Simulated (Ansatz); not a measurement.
According to DFT-r²SCAN in the program Ansatz with PAW potentials, ZnS in the 4H polytype structure (P6_3mc) relaxes to a = 3.808 Å, c = 12.468 Å. Zn on 2b has 4 nearest neighbours from 2.33 Å (tetrahedral); Zn on 2a has 4 nearest neighbours from 2.33 Å (tetrahedral); S on 2b has 4 nearest neighbours from 2.33 Å (tetrahedral); S on 2a has 4 nearest neighbours from 2.33 Å (tetrahedral). Its formation energy from the elements is -0.98 eV/atom, with no fitted shifts.

It is gapped at this level: 2.74 eV (direct). The valence maximum lies at Γ and the conduction minimum at Γ. The screened hybrid HSE06 puts the gap at 3.41 eV. Electrons at the band edge weigh 0.19, 0.20, 0.20 mₑ (principal values).

An equation-of-state fit gives a bulk modulus of 78.4 GPa. Bader charges are Zn +0.97, S -0.97 e.

Symmetry was held in the r²SCAN relaxation. The references are the lowest solids computed at this level, not always the standard phases.

Potentials: the later of the program's two PAW sets.
